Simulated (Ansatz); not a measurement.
A geometry of Ga₂O₃ away from equilibrium: the start of the relaxation of a relaxed Ga2O3 cell, doubled along one cell vector, shaken by Gaussian noise of σ = 0.08 Å a coordinate. Method: r2SCAN (plane waves to 500 eV, PAW, scalar-relativistic; Ansatz, an electronic-structure program). Γ-centred k-mesh 6×3×6 on the run's cell (coarser than for final values), Fermi–Dirac smearing 0.05 eV.

```xyz
10
Lattice="2.4283 1.4020 2.4474 -4.8565 2.8039 4.8949 0.0000 -2.8039 2.4474" Properties=species:S:1:pos:R:3 pbc="T T T"
O     -1.4408    -0.1803     3.7271
O     -3.8485     1.3359     6.0662
O      0.6996    -1.3533     3.7108
O     -1.9285     0.1977     6.1691
O      0.6723     1.1844     3.7258
O     -1.7063     2.6253     5.9880
Ga     0.1160     0.0412     2.0116
Ga    -2.5650     1.3317     4.6997
Ga     0.0094     0.1683     5.2202
Ga    -2.5469     1.4178     7.6400
```

### Question
Predict the force on each atom, in eV/Å.

### Answer
```
atom     Fx     Fy     Fz
----  -----  -----  -----
O1     0.93   2.77   2.05
O2    -3.50   1.43   1.00
O3     1.99   2.72  -2.14
O4     2.19  -1.49  -0.91
O5     0.76   0.66  -0.95
O6    -0.02   0.42   1.92
Ga7   -3.13  -2.48   2.26
Ga8    1.66   0.25  -1.94
Ga9   -2.56  -2.92  -0.91
Ga10   1.69  -1.35  -0.38
```

### Question
What is the pressure?

### Answer
+9.3 GPa, compression positive.

### Question
How much energy per atom can still be gained by relaxing?

### Answer
0.41 eV/atom; the path ends in P1 (No. 1).

No spin polarisation in the result.

The end of the path is a generated cell of Ga2O3: the first start was made by placing the elements on the sites of a structure type, and the end was not matched to a known phase here, so it may be hypothetical. Known forms of Ga2O3 include space group No. 12, 167.
